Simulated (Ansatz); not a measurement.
RuS2:
```xyz
12
Lattice="5.5804 0.0000 0.0000 0.0000 5.5804 0.0000 0.0000 0.0000 5.5804" Properties=species:S:1:pos:R:3 pbc="T T T"
Ru     0.0000     0.0000     0.0000
Ru     2.7902     0.0000     2.7902
Ru     2.7902     2.7902     0.0000
Ru     0.0000     2.7902     2.7902
S      2.1557     2.1557     2.1557
S      0.6345     3.4247     4.9459
S      4.9459     0.6345     3.4247
S      3.4247     4.9459     0.6345
S      3.4247     3.4247     3.4247
S      4.9459     2.1557     0.6345
S      0.6345     4.9459     2.1557
S      2.1557     0.6345     4.9459
```

Relaxed with PBEsol.

Task: Give the optical modes at the zone centre with their infrared activity from DFPT, DFT-PBEsol in the program Ansatz with PAW potentials.

Result: Transverse frequencies, without the LO–TO term; a row sums one degenerate level.

```tsv
ω (cm⁻¹)	degeneracy	IR ((D/Å)²/amu)	activity	symmetry
179	1	0.00	IR-inactive	Au
184	3	0.21	IR	Tu
200	2	0.00	IR-inactive	Eu
243	3	2.43	IR	Tu
314	1	0.00	IR-inactive	Au
331	3	24.78	IR	Tu
364	3	4.39	IR	Tu
367	3	0.00	IR-inactive	Tg
367	2	0.00	IR-inactive	Eg
368	2	0.00	IR-inactive	Eu
369	1	0.00	IR-inactive	Ag
384	3	112.58	IR	Tu
397	3	0.00	IR-inactive	Tg
439	3	0.00	IR-inactive	Tg
```

Task: How high does the top mode go among those that the LO–TO term moves?

Result: 423 cm⁻¹ for q along x.

Space group Pa-3. The cell was relaxed with PBEsol under the symmetry of its start; of distortions, only those at the zone centre were tested. No spin polarisation was allowed.

Potentials: the later of the program's two PAW sets.
